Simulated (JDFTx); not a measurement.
Ta(110) slab cut from bulk Ta (space group Im-3m, indices of the conventional cell, lattice of the Materials Project entry mp-50, not re-optimised): 5 atoms in 5 planes, a (1×1) cell of 7.75 Å² (|a| = 3.310, |b| = 2.866 Å), 9.2 Å between the outermost planes, cell height 28.4 Å, 10×10×1 k mesh, Fermi smearing 0.01 Ha, no spin polarisation.

Adsorbate: N on both faces at 1.00 monolayer, started hollow and relaxed in vacuum, keeping the symmetry of the start.

Level of theory: PBE-D3(BJ), GBRV ultrasoft potentials, plane waves to 20/100 Ha; code: a modified build of JDFTx. The adsorption energy per N is [E(slab + 2 N) − E(slab)]/2 − (½ E(N2)), with the gas molecules relaxed at the same level and slab energies taken as (E + F)/2, the usual estimate of zero smearing. No zero-point energy or vibrational entropy is included. Both faces are alike, and the cell allows no reconstruction beyond its size.

Predict the adsorption energy and the geometry, and the change of the work function.

-1.92 eV. N sits 0.91 Å above the highest substrate atom, bound to 3 Ta at 1.97 Å. The work function goes from 4.67 to 5.60 eV. In CANDLE, water, 1 M KCl, at zero charge, the adsorption energy is -1.93 eV and the potential of zero charge moves from -0.18 to 0.98 V vs SHE (4.44 V convention).
